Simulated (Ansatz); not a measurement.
# Ir2P: zone-centre modes under pressure

Ir2P, Fm-3m, a = 5.506 Å. The structure is a COD entry; whether it is the stable form wasn't checked. Ansatz: LDA, PAW, 420 eV, Γ-centred 14×14×14 mesh on 3 atoms, Fermi-Dirac smearing 0.15 eV; no spin polarisation. Cell and atoms are relaxed at each pressure with the symmetry kept; optical modes at Γ by linear response, in cm⁻¹, matched by rank (the highest 2 distinct ones).

```tsv
P (GPa)	V (Å³/atom)	ω1	ω2
0	13.913	186.2	333.0
3	13.785	190.2	341.1
10	13.510	?	?
```

**Question.** Get each mode's Grüneisen parameter γ = −d ln ω/d ln V from the other rows and predict the missing frequencies.

**Answer.** ln(V/V0) = 0.0000, -0.0092, -0.0294; a line through ln(ω/ω0) of the 2 known rows gives ω1: γ = 2.310, predicted 199.3, computed 199.1; ω2: γ = 2.612, predicted 359.6, computed 358.7. The worst miss is 0.2 %, or 3 % of the shift under pressure, so a constant γ serves at that level. In a metal these frequencies hang on the mesh and smearing.

Spin–orbit coupling is left out, which can shift energies with elements as heavy as these.